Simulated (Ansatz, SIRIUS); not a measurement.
Given: the input of a run of SIRIUS 7.10.0 on BiTe. The cell comes from a database or a generator and needn't be the stable form of this composition.

sirius.json

```json
{
  "control": {
    "processing_unit": "cpu",
    "verbosity": 2,
    "num_bands_to_print": 24,
    "print_forces": true,
    "print_stress": true
  },
  "parameters": {
    "electronic_structure_method": "pseudopotential",
    "xc_functionals": ["XC_GGA_X_PBE_SOL", "XC_GGA_C_PBE_SOL"],
    "gk_cutoff": 9.0,
    "pw_cutoff": 18.0,
    "ngridk": [7, 7, 7],
    "shiftk": [0, 0, 0],
    "smearing": "fermi_dirac",
    "smearing_width": 0.0018374661,
    "num_bands": 24,
    "num_mag_dims": 0,
    "num_dft_iter": 100,
    "energy_tol": 1e-08,
    "density_tol": 1e-06
  },
  "iterative_solver": {
    "type": "davidson",
    "min_tolerance": 1e-09,
    "tolerance_scale": [0.1, 0.25]
  },
  "mixer": {
    "type": "anderson",
    "beta": 0.7,
    "max_history": 8
  },
  "settings": {
    "tol_ne": 1e-10,
    "pseudo_grid_cutoff": 6.5
  },
  "unit_cell": {
    "lattice_vectors": [
      [4.578254170594, 2.643256277823, 6.26877326943],
      [-4.578254170594, 2.643256277823, 6.26877326943],
      [0.0, -5.286512555645, 6.26877326943]
    ],
    "atom_coordinate_units": "lattice",
    "atom_types": ["Bi", "Te"],
    "atom_files": {
      "Bi": "Bi.json",
      "Te": "Te.json"
    },
    "atoms": {
      "Bi": [
        [0.5, 0.5, 0.5]
      ],
      "Te": [
        [0.0, 0.0, 0.0]
      ]
    }
  }
}
```

Potentials or basis: PseudoDojo 0.4.1 PBEsol standard (scalar relativistic).

Command:

```console
$ upf_to_json Bi.upf
$ upf_to_json Te.upf
$ OMP_NUM_THREADS=1 sirius.scf --input=sirius.json --output=out.json --task=0
```

Problem. Set up the same calculation for Ansatz 0.2.0. Potentials or basis there: all-electron LAPW, scalar-relativistic.

Solution. As run (cutoffs and basis follow the program's own potentials, and thresholds, step limits or extra output files can differ):

The input input.yaml:

```yaml
crystal:
  lattice:
    - [2.4227077728, 1.3987509848, 3.3172919545]
    - [-2.4227077728, 1.3987509848, 3.3172919545]
    - [0.0, -2.7975019696, 3.3172919545]
  atoms:
    - { symbol: Bi, position: [0.5, 0.5, 0.5] }
    - { symbol: Te, position: [0.0, 0.0, 0.0] }
kpoints:
  mp_grid: { grid: [7, 7, 7] }
scf:
  occupations: { method: fermi_dirac, width: 0.05 }
hamiltonian:
  xc: pbesol
  pseudopotentials: { kind: all_electron, lapw: { basis_error: 0.001 } }
output:
  forces: true
  stress: true
  eigenvalues: true
  populations: true
```

Potentials or basis: all-electron LAPW, scalar-relativistic.

Launch:

```bash
$ ansatz run input.yaml --threads 1 --pin off --max-ram 3072MiB --backend cpu --events-out ev --progress --plain --runs-dir out
```

Both were run:

|  | SIRIUS | Ansatz |
| --- | --- | --- |
| Pressure | -2.3 GPa | -2.3 GPa |

Where Ansatz's input types no cutoff or centring, it takes its own default and a Γ-centred mesh.

Pressure is positive in compression.
